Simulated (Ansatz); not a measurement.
Input file for Ansatz (a program for electronic structure):

Ansatz 0.2 input:
```yaml
crystal:
  lattice:
    - [0.0, 3.0666476395, 3.0666476395]
    - [3.0666476395, 0.0, 3.0666476395]
    - [3.0666476395, 3.0666476395, 0.0]
  atoms:
    - { symbol: Se, position: [0.75, 0.75, 0.75] }
    - { symbol: Cd, position: [0.0, 0.0, 0.0] }
kpoints:
  mp_grid: { grid: [8, 8, 8] }
hamiltonian:
  xc: r2scan
  pseudopotentials: { kind: paw }
scf:
  occupations: { method: fixed }
phonons:
  method: dfpt
  response_accuracy: low
  qmesh: [4, 4, 4]
  interpolated_qmesh: [15, 15, 15]
  dielectric: true
  rigid_motions: translations
  temperatures: { t_max: 1000, t_step: 50 }
  qpath:
    path:
      - [[0.0, 0.0, 0.0], [0.5, 0.0, 0.5], [0.625, 0.25, 0.625]]  # Γ-X-U
      - [[0.375, 0.375, 0.75], [0.0, 0.0, 0.0], [0.5, 0.5, 0.5], [0.5, 0.25, 0.75], [0.5, 0.0, 0.5]]  # K-Γ-L-W-X
    npoints: 13
```

Output (shortened):

```
WARN phonons: the dynamical matrix that this run interpolates holds no multipole term above the dipole-dipole one, and a site of this crystal is no centre of …
zone centre: on kpoints.mp_grid the ground state, and the responses unless they are solved on pairs of k-points, stand on 95 of the mesh's 512 k-points, …
Pseudopotentials: kind: paw
Pseudopotential: Se, paw, valence charge 16
Pseudopotential: Cd, paw, valence charge 20
Functional definition: r2SCAN
Crystal: 2 atoms, lattice volume = 57.680 Å³
Basis set: ecut = 500 eV, 1459 PW (Γ), exchange–correlation on 160×160×160 points (125 copies of the dense FFT grid, shifted against one another)
Bands: 22, of which v1, the nominal top of the filled ones, is band 18 counted from 1 (17 counted from 0)
Symmetry: 24 space group operations
k-points: 95 of 512 (irreducible under 4 space group operations, time reversal used)
PAW frozen core: Se, regenerated for the run's functional
PAW frozen core: Cd, regenerated for the run's functional
Initial wavefunctions: pseudopotential atomic-orbital guess
Eigensolver: davidson
Functional: x = r2scan, c = r2scan; τ floored in thin density (d = 2e-4 eV/Å³)
all-band conjugate gradients solve this SCF's bands
SCF 1 converged in 8 iterations: F = -13747.836050 eV  dr2 = 6.66e-12
── the response to a field inside a basis, on 10×10×10 k-points: an SCF that follows is theirs, and a resumed run solves both again ──
Crystal: 2 atoms, lattice volume = 57.680 Å³
Bands: 19, of which v1, the nominal top of the filled ones, is band 18 counted from 1 (17 counted from 0)
k-points: 110
Initial density: handed on by an earlier stage of this run
Initial wavefunctions: pseudopotential atomic-orbital guess (no wavefunctions were taken with the density)
Eigensolver: Dense (110 Hₖ)
all-band conjugate gradients don't solve this SCF's bands (scf.eigensolver.kind)
SCF 1 converged in 3 iterations: F = -13747.831567 eV  dr2 = 9.54e-8
WARN: field response: ε∞ stands inside a basis, on 10×10×10 points …
SCF converged after 8 iterations
Free energy (F): -13747.836050 eV
Harris-Foulkes:  -13747.836050 eV  (|F-HF|=1.09e-11)
Internal energy: -13747.836050 eV  (E = F + TS)
E sigma→0 (E₀):  -13747.836050 eV
Fermi energy:    6.821968 eV
--- Per-component energies (eV) ---
  E_band       = -938.627406
  E_kinetic    = 624.121272
  E_local      = -6437.328866  (includes V_loc(G=0)·N_el)
  E_nonlocal   = -560.669163
  E_hartree    = 3059.491157
  E_xc         = -266.546639
  E_vxc        = -351.535983  (∫ρ·V_xc dr)
  E_paw        = -6031.409723  (= ΣΔE_a)
  E_vpaw       = -354.720918  (= ΣTr[D̂ρ^β])
  E_aug_tail   = -0.000202  (compensation charges beyond the density's cutoff)
  E_vtau       = 22.524271  (kinetic-family band-sum trace: ∫τ·v_τ [+ j·A + Jᵃ·Aᵃ] dr)
  E_ewald      = -4133.164347
  E_core_change = -2.329541  (= ΣΔE_core)
  E_smearing   =  0.000000  (= −TS)
  E_closure    = 0.000000  (closes the sum)
  Σ components = -13747.836050   (vs F -13747.836050, Δ=0.00e0)
--- Band table (eV; the first three rows and the last of 95) ---
  k-point 0: bands = ["-97.5404", "-57.7004", "-57.7004", "-57.7004", "-40.4780", "-40.4780", "-40.4780", "-40.4737", "-40.4737", "-6.0403", "-1.2972", "-1.2972", "-1.2972", "-0.9302", "-0.9302", "6.8220", "6.8220", "6.8220", "7.8615", "13.3104", "13.3104", "13.3104"]
  k-point 1: bands = ["-97.5404", "-57.7004", "-57.7004", "-57.7004", "-40.4781", "-40.4780", "-40.4780", "-40.4737", "-40.4737", "-5.9884", "-1.2806", "-1.2806", "-1.2466", "-0.9309", "-0.9309", "5.7193", "6.7028", "6.7028", "8.7769", "13.0449", "13.5106", "13.5106"]
  k-point 2: bands = ["-97.5404", "-57.7005", "-57.7004", "-57.7004", "-40.4781", "-40.4780", "-40.4780", "-40.4737", "-40.4737", "-5.8619", "-1.2439", "-1.2439", "-1.0799", "-0.9278", "-0.9278", "4.2604", "6.4377", "6.4377", "9.5311", "13.1921", "13.8102", "13.8102"]
  k-point 94: bands = ["-97.5404", "-57.7006", "-57.7005", "-57.7005", "-40.4781", "-40.4781", "-40.4780", "-40.4737", "-40.4737", "-5.5689", "-1.1116", "-1.1083", "-0.9626", "-0.9247", "-0.4591", "2.9760", "4.6426", "4.6986", "12.2456", "12.3362", "13.8412", "14.8491"]
  band table: 22 of 22 bands, residual norms ≤ 1.0e-3 eV
--- Phonons (Γ-DFPT): 2 representative perturbations + reference, on 95 of 512 k-points (Σ response iterations 11) ---
  k mesh reduced under 4 symmetry operations, with k and −k counted as one. Each operation leaves every solved perturbation unchanged …
  ASR residual: 5.000e-4 → 0.000e0 eV/Å²; symmetrization residual: 6.440e-4 eV/Å²
  ASR residual per site (eV/Å²): 5.00e-4 4.17e-4
  Γ frequencies (cm⁻¹): 0.00 0.00 0.00 162.91 162.91 162.91
  ε∞ (high-frequency dielectric tensor):
        6.563169     0.000000     0.000000
        0.000000     6.563169     0.000000
        0.000000     0.000000     6.563169
  ε⁰ (static dielectric tensor: ions relaxed, cell fixed):
       10.102792     0.000000     0.000000
        0.000000    10.102792     0.000000
        0.000000     0.000000    10.102792
  ε⁰ − ε∞ (ionic part):
        3.539622     0.000000     0.000000
        0.000000     3.539622     0.000000
        0.000000     0.000000     3.539622
  softest optical mode at Γ: 162.91 cm⁻¹; the repairs (sum rule, projections) moved no ω² at Γ by more than (3.88 cm⁻¹)²
  Born effective charges Z* (e; rows j = field, columns β = displacement):
    site 0:
        -2.26003    0.00000    0.00000
         0.00000   -2.26003    0.00000
         0.00000    0.00000   -2.26003
    site 1:
         2.26003    0.00000    0.00000
         0.00000    2.26003    0.00000
         0.00000    0.00000    2.26003
  Z* charge neutrality: 2.197e-3 e pre-enforcement
  solved inside a basis spanned on kpoints, on 10×10×10 k-points transformed towards the longest dipole …
  optical modes at Γ without the LO–TO term, one row a degenerate level:
      ω (cm⁻¹)  modes    IR ((D/Å)²/amu)
        162.91      3             7.6213
  optical modes at Γ + LO–TO along q̂ = [1.0000, 0.0000, 0.0000]:
      ω (cm⁻¹)  modes    IR ((D/Å)²/amu)
        162.91      2             5.0809
        202.12      1             2.5404
  optical modes at Γ + LO–TO along q̂ = [0.0000, 1.0000, 0.0000]:
      ω (cm⁻¹)  modes    IR ((D/Å)²/amu)
        162.91      2             5.0809
        202.12      1             2.5404
  optical modes at Γ + LO–TO along q̂ = [0.0000, 0.0000, 1.0000]:
      ω (cm⁻¹)  modes    IR ((D/Å)²/amu)
        162.91      2             5.0809
        202.12      1             2.5404
  non-analytic LO–TO correction: the dipole-dipole term of the run's Born effective charges and high-frequency dielectric tensor (where they are solved with …
--- Phonons (arbitrary-q DFPT): 8 irreducible q on the 4×4×4 mesh ---
  q = [0.0000, 0.0000, 0.0000] (star 1, of the zone-centre solve; hermiticity 2.84e-4, symmetrization 1.08e-12):  0.00  0.00 0.00 162.91 162.91 162.91
  q = [0.0000, 0.0000, 0.2500] (star 8, 2 solved perturbations on 288 of 512 k-point pairs; hermiticity 1.29e-4, symmetrization 6.39e-12): 27.83 27.83 83.69 166.59 166.59 195.56
  q = [0.0000, 0.0000, -0.5000] (star 4, 2 solved perturbations on 150 of 512 k-point pairs; hermiticity 1.44e-4, symmetrization 1.24e-12): 33.72 33.72 123.12 170.23 170.23 184.16
  q = [0.0000, 0.2500, 0.2500] (star 6, 4 solved perturbations in 528 linear systems a pass and spin channel, the states on 164 of 512 k-point pairs; hermiticity 2.75e-4, symmetrization 1.34e-12): 38.74 38.74 87.13 171.09 171.09 194.26
  q = [0.0000, 0.2500, -0.5000] (star 24, 4 solved perturbations in 1600 linear systems a pass and spin channel, the states on 512 of 512 k-point pairs; hermiticity 1.61e-4, symmetrization 3.05e-12): 41.36 55.77 119.37 173.29 174.72 186.65
  q = [0.0000, 0.2500, -0.2500] (star 12, 4 solved perturbations in 904 linear systems a pass and spin channel, the states on 288 of 512 k-point pairs; hermiticity 1.67e-4, symmetrization 1.78e-12): 37.94 56.86 107.71 170.13 174.33 189.51
  q = [0.0000, -0.5000, -0.5000] (star 3, 4 solved perturbations in 308 linear systems a pass and spin channel, the states on 95 of 512 k-point pairs; hermiticity 2.74e-4, symmetrization 1.73e-12): 42.37 42.37 139.40 172.88 179.30 179.30
  q = [0.2500, -0.5000, -0.2500] (star 6, 4 solved perturbations in 502 linear systems a pass and spin channel, the states on 164 of 512 k-point pairs; hermiticity 2.09e-4, symmetrization 6.80e-12): 50.78 60.72 128.01 164.29 180.44 188.59
  sum rule: each row above includes the acoustic sum rule's correction from the zone centre's row sums; it moved no ω² by more than (1.31 cm⁻¹)²
  mesh force constants: q→R imaginary residual 5.63e-18; ASR residual 5.000e-4 → 0.000e0 eV/Å²; symmetrization residual 4.441e-15 eV/Å²
  interpolated dispersion: 81 rows × 6 modes
  density of states and harmonic sums: on the 15×15×15 q-mesh, interpolated from the force constants of a 4×4×4 supercell (with the dipole–dipole term)
  largest difference from the sums on the solved wave vectors: F 1.20e-2 eV, S 1.59e-5 and C_V 3.96e-6 eV/K
  zero-point energy: 0.045326 eV/cell   skipped modes (ω ≤ 0): 3   left out of the sums: 1.48e-4 of the cell's modes …
```

Cost: about 60 core-minutes (a rough figure) on shared cores.

Space group F-43m (zinc blende). Symmetry was held in the r²SCAN relaxation. Spin–orbit coupling is left out wherever it is not named.

Potentials: the later of the program's two PAW sets.

Ansatz is a plane-wave DFT program.
